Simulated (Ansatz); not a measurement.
YbGe$_{2}$:
```xyz
6
Lattice="0.0000 4.2583 5.1733 2.9373 0.0000 5.1733 2.9373 4.2583 0.0000" Properties=species:S:1:pos:R:3 pbc="T T T"
Ge     2.9373     5.5120     5.1733
Ge     2.9373     3.0046     5.1733
Ge     4.4060     5.1338     7.7600
Ge     4.4060     7.6411     7.7600
Yb     0.0000     0.0000     0.0000
Yb     1.4687     2.1291     2.5867
```

Relaxed with PBE. Special points in fractions of this cell's reciprocal vectors: Γ (0.000, 0.000, 0.000); Y (0.500, 0.000, 0.500); T (1.000, 0.500, 0.500); Z (0.500, 0.500, 0.000); Σ0 (0.000, 0.450, 0.450); U0 (1.000, 0.550, 0.550); C0 (0.500, 0.212, 0.712); A0 (0.500, 0.788, 0.288); L (0.500, 0.500, 0.500).

Q: List the band energies nearest the Fermi level at these points for plane-wave PAW PBE (Ansatz code).

A: In eV from the Fermi level; about four levels below and three above (degenerate sets whole), none deeper than 8.9 eV; points with the same levels are listed once.

| k | below | above |
|---|---|---|
| Γ | -0.45 -0.44 -0.44 -0.44 -0.44 -0.42 -0.42 -0.40 | 0.96 1.14 2.99 |
| Y | -0.42 -0.42 -0.41 -0.41 | 0.97 0.97 3.06 3.06 |
| T | -0.28 -0.28 -0.28 -0.28 | 0.66 0.66 1.35 1.35 |
| Z | -0.43 -0.43 -0.43 -0.43 -0.24 -0.24 | 0.08 0.08 0.44 0.44 |
| Σ0 | -0.36 -0.35 -0.11 -0.06 | 0.43 0.88 1.05 |
| C0 | -0.40 -0.40 -0.38 -0.38 | 0.28 0.28 2.16 2.16 |
| L | -0.44 -0.42 -0.41 -0.35 | 0.30 0.54 1.01 |

Space group Fddd. The cell is a constructed one: a structure type filled with these elements; neither database checked (COD, Materials Project) lists it. Whether it is the stable phase at ambient conditions was not checked. Symmetry was held in the PBE relaxation; its stability against distortions is not shown here. The workflow began spin-polarised and lost its moments. The 4f shell is in the valence. No Hubbard U is applied. Scalar-relativistic: spin–orbit coupling is off unless named, which matters more the heavier the elements.

Potentials: the later of the program's two PAW sets.
